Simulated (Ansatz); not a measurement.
A distorted cell of AlN (wurtzite):

```yaml
crystal:
  lattice:
    - [3.24637, 0.00000, 0.00000]
    - [-1.62318, 2.81144, 0.00000]
    - [0.00000, 0.00000, 4.78786]
  atoms:
    - { symbol: Al, position: [0.66667, 0.33333, 0.00337] }
    - { symbol: Al, position: [0.33333, 0.66667, 0.50337] }
    - { symbol: N, position: [0.66667, 0.33333, 0.62183] }
    - { symbol: N, position: [0.33333, 0.66667, 0.12183] }
```

Method: PBE (plane waves to 420 eV, PAW, scalar-relativistic; Ansatz, a first-principles code). k mesh 12×12×7 (Γ-centred), Fermi-Dirac smearing 0.05 eV. Energies are smeared free energies. Compression counts positive. As the atoms are clamped, bonds stretch with the cell, which overstates energies and stresses. AlN was relaxed with its symmetry unable to fall. The PAW data are Ansatz's earlier set.

Give the stress tensor in GPa and the pressure.


```
  -14.2      0.0      0.0
    0.0    -14.2      0.0
    0.0      0.0     16.9
```
The pressure, a third of the trace, is -3.8 GPa.

It is the relaxed cell deformed to V/V₀ = 1.027, (c/a)/(c/a)₀ = 0.920, c along z, fractional positions held. What is its energy relative to the relaxed cell?

63.0 meV/atom.

(A scan under strain: stresses follow from slopes of the energy per volume, elastic moduli from its curvatures.)
